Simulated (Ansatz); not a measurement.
A relaxed cell of In3SbAs2 is given with its symmetry left out. The cell was found from a structure generator's guess, not taken from experiment.

Level of theory: DFT PBE, scalar-relativistic, plane waves, PAW (Ansatz). Cutoff 420 eV, Γ-centred mesh, Gaussian smearing, no spin polarisation.

```xyz
12
Lattice="4.4721 0.0000 0.0000 -2.2360 3.8729 0.0000 0.0000 0.0000 22.0621" Properties=species:S:1:pos:R:3 pbc="T T T"
In    2.2360    1.2910    3.5424
In    2.2360    1.2910   11.0321
In    2.2360    1.2910   18.5359
In    0.0000    2.5820    0.0010
In    0.0000    2.5820    7.5048
In    0.0000    2.5820   14.5734
Sb    2.2360    1.2910    6.4155
Sb    0.0000    2.5820   17.4466
As    2.2360    1.2910   13.7272
As    2.2360    1.2910   21.2177
As    0.0000    2.5820    2.6961
As    0.0000    2.5820   10.1866
```

Energies over the elements count from the elements' standard structures at the same level, with no fitted energy shifts.

Question: What space group does it have?

Answer: P6_3mc (No. 186), with Sb and As ordered on wurtzite sites. Conventional cell: a = 4.472 Å, c = 22.062 Å. In on its first site is surrounded by 3 As at 2.72 Å and 1 Sb at 2.87 Å; In on its second site is surrounded by 4 As at 2.70–2.72 Å; around Sb lie 4 In at 2.80–2.87 Å; As on its first site has 4 In at 2.70–2.72 Å; 2 more sites not described.

Question: What is its formation energy per atom?

Answer: −0.17 eV/atom. Whether it is stable depends on the other phases of the system, which aren't compared here.

Question: Is it a metal?

Answer: There is no gap on the 12×12×2 mesh, but valence and conduction bands meet within 0.015 eV, so at this level it has a zero gap rather than a metal's Fermi surface.

The last run used a 12×12×2 mesh (in the run's order of axes) for its 12-atom cell and Gaussian smearing of 0.10 eV. These runs have no spin–orbit coupling, which can matter for Sb. The zero gap may come from the functional, which often closes small gaps. The reference form of As is held partly by dispersion forces, which this level lacks. A later test with randomly moved atoms came back to the same energy, though modes that don't fit the test's cell weren't probed.
